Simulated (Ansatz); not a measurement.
Values for one crystal, relaxed and computed with DFT-r²SCAN in the program Ansatz with PAW potentials; other levels are named.

- Volume per atom: 16.96 Å³
- Electronic character: metallic (no gap)
- Formation energy from the elements (no fitted shifts): -28 kJ/mol-atom
- Density of states at the Fermi level: 0.62 states/eV per atom (mean over ±0.08 eV)

Pick the material that matches.
A. LuZn, CsCl type
B. ZnCu, CsCl type
C. ScCu, CsCl type
D. LuCd, CsCl type

C, ScCu, CsCl type

Space group Pm-3m (CsCl type). The workflow started from a Materials Project entry (that database holds measured and hypothetical structures alike); the Crystallography Open Database files this formula in space group No. 221, but the cells were not matched. Whether it is the stable phase at ambient conditions was not checked. The cell was relaxed with r²SCAN under the symmetry of its start; its stability against distortions is not shown here. The run is not spin-polarised. The references are the lowest solids computed at this level, not always the standard phases.

Potentials: the later of the program's two PAW sets.
